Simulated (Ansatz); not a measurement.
# Magnetic orders of TeW

These are results of Ansatz, DFT r2SCAN, scalar-relativistic, plane waves, PAW, not measurements.

```xyz
2
Lattice="0.0000 3.0242 3.0242 3.0242 0.0000 3.0242 3.0242 3.0242 0.0000" Properties=species:S:1:pos:R:3 pbc="T T T"
W     0.0000    0.0000    0.0000
Te    1.5121    1.5121    1.5121
```

| Quantity | Value |
| --- | --- |
| plane-wave cutoff | 500 eV |
| Γ-centred k-mesh | 12×12×12 |
| occupation rule | Gaussian smearing, 0.1 eV |
| list of starting moments (μB, in atom order) | 1 0 |
| check for lower electronic states after the SCF | off |

All runs keep this geometry, which isn't relaxed for the lowest state (largest force there 0.000 eV/Å, pressure 2.5 GPa) and needn't be a stable compound; relaxing each order would shift the differences by some 6 meV/atom, going by the pressures and a bulk modulus of about 150 GPa. A propagation vector, in units of the reciprocal vectors, doubles the cell, which takes an equally dense mesh. Spin–orbit coupling is left out, which for heavy magnetic ions can matter as much as these differences. r2SCAN tends to overstate moments in metals, so a weak moment here may be absent in the real material. Site moments are spin moments in atom-centred spheres that scale with the neighbour distance. The states are those that the runs reached from these starts; a lower one can exist.

Task: Starts tried: no spin; ferromagnetic; antiferromagnetic, doubled cell, propagation vector (0, 1/2, 1/2). Which state comes out lowest, and what are the moments?

Result: The lowest state is ferromagnetic, reached from the start “ferromagnetic”, with site moments (μB) W +1.01.

```csv
start,ends,energy above lowest (meV/atom),site moments (μB),gap on mesh (eV),P (GPa)
no spin,non-magnetic,136,none over 0.05,metal,0.7
ferromagnetic,ferromagnetic,0.00,W +1.01,metal,2.5
"antiferromagnetic, doubled cell, propagation vector (0, 1/2, 1/2)",antiferromagnetic,25.7,"W +1.16, W -1.16",metal,3.3
```

Cost: 3 runs of about 5.5 core-minutes in all, on Arm Neoverse V2 (shared hosts).